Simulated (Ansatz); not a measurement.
SrB6: pressure against volume

SrB6, Pm-3m, a = 4.173 Å. The structure is a COD entry; whether it is the stable form wasn't checked. Ansatz: PBEsol, PAW, 420 eV, Γ-centred 8×8×8 mesh on 7 atoms, Gaussian smearing 0.01 eV; no spin polarisation. Shape and atoms are relaxed at each volume; pressure is positive in compression.

```tsv
V (Å³/atom)	P (GPa)
9.757	10.40
10.068	4.90
10.380	-0.01
10.691	-4.27
11.003	?
```

Task: Take V0 = 10.380 Å³/atom, count pressures from its P0 = -0.01 GPa, fit the third-order Birch–Murnaghan form to the other rows, and predict the missing pressure.

Result: With the Eulerian strain f = ½[(V0/V)^(2/3) − 1] and y = (P − P0)/[3f(1 + 2f)^(5/2)], the form is the line y = B0 + 1.5 B0 (B0′ − 4) f. Rows (f, y): 0.02106, 148.6; 0.01028, 151.3; -0.00974, 153.1. Means f = 0.007200, y = 151.00; Σ(Δf)² = 0.0004885, ΣΔfΔy = -0.06791; the slope is their ratio. y = 152.0 − 139.0 f GPa, so B0 = 152.0 GPa and B0′ = 4 + 2 × (-139.0)/(3 × 152.0) = 3.39. At V = 11.003, f = -0.01906, y = 154.65 and P = -8.03 GPa. The run gave -7.97 GPa, so the fit is 0.06 GPa too low, a small miss on the scale of the series. The form still works here, 33 % of the fitted range beyond its end.